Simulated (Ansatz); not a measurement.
Relax this structure to zero stress and force, keeping its symmetry:

```
Fe B
1.0
    -2.54950    2.54950    2.12000
     2.54950   -2.54950    2.12000
     2.54950    2.54950   -2.12000
Fe B
4 2
Cartesian
  3.4010 0.8515 0.0000
  0.8515 1.6980 0.0000
  -0.8515 1.6980 2.1200
  1.6980 0.8515 2.1200
  0.0000 0.0000 3.1800
  0.0000 0.0000 1.0600
```

Theory: Ansatz 0.2.0, DFT r2SCAN, scalar-relativistic, plane waves, PAW.

Plane waves to 500 eV, a k mesh through Γ of 12×12×12 on the computed 6-atom cell and Gaussian smearing (0.10 eV); collinear spin from starting moments 2.7 2.7 2.7 2.7 -0.2 -0.2 μB.

**Question.** What does it relax to?

**Answer.** The volume falls by 0.04 Å³/atom to 9.15 Å³/atom, and the energy falls by 0.2 meV/atom. The cell ends with a moment of 9.27 μB (only this magnetic start was tried). Final structure:
```cif
data_structure
_symmetry_space_group_name_H-M 'I4/mcm'
_symmetry_Int_Tables_number 140
_cell_length_a 5.0889
_cell_length_b 5.0889
_cell_length_c 4.2383
_cell_angle_alpha 90.000
_cell_angle_beta 90.000
_cell_angle_gamma 90.000
_cell_volume 109.76
loop_
_atom_site_label
_atom_site_type_symbol
_atom_site_symmetry_multiplicity
_atom_site_Wyckoff_symbol
_atom_site_fract_x
_atom_site_fract_y
_atom_site_fract_z
_atom_site_occupancy
Fe1 Fe 8 h 0.66741 0.16741 0.00000 1
B1 B 4 a 0.00000 0.00000 0.75000 1
```

Course of the relaxation (steps run on the plane waves of an earlier cell, and the basis is chosen afresh near the end, so energy and pressure can step there; trial steps that raised the energy were taken back; energies are free energies):

```csv
step,E − E_final (meV/atom),largest force component (eV/Å),P (GPa),V (Å³/atom)
1,0.2,0.035,-1.04,9.19
2,0.0,0.024,-0.52,9.17
3,0.0,0.004,0.03,9.15
4,0.0,0.004,0.02,9.15
```

The state reached may not be the lowest one. Only parallel moments were tried here.